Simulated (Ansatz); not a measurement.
Sb:
```
Sb
1.0
    3.06084     0.00000     0.00000
    0.00000     3.06084     0.00000
    0.00000     0.00000     3.06084
Sb
1
Direct
  0.00000   0.00000   0.00000
```

Relaxed with PBEsol. Special points in fractions of this cell's reciprocal vectors: Γ (0.000, 0.000, 0.000); X (0.000, 0.500, 0.000); M (0.500, 0.500, 0.000); R (0.500, 0.500, 0.500).

Problem. List the band energies nearest the Fermi level at these points for the program Ansatz at the PBEsol with spin–orbit coupling level (PAW).

Solution. In eV from the Fermi level; about four levels below and three above (degenerate sets whole), none deeper than 8.9 eV; points with the same levels are listed once.

| k | below | above |
|---|---|---|
| Γ | – | 2.84 2.84 3.78 3.78 3.78 3.78 |
| X | -5.76 -5.76 | 5.20 5.20 5.99 5.99 |
| M | -3.82 -3.82 -3.38 -3.38 | 2.11 2.11 7.79 7.79 |
| R | -1.31 -1.31 -1.31 -1.31 | 4.92 4.92 4.92 4.92 |

Space group Pm-3m (simple cubic). The workflow started from a Materials Project entry (that database holds measured and hypothetical structures alike); the Crystallography Open Database files this formula in space group No. 221, but the cells were not matched. It is not the phase usual at ambient conditions (space group No. 166). The cell was relaxed with PBEsol under the symmetry of its start; its stability against distortions is not shown here.

Potentials: the earlier of the program's two PAW sets. The files were generated under PBE; for other functionals the program regenerates the frozen cores, and for LDA and PBEsol the local potential too.
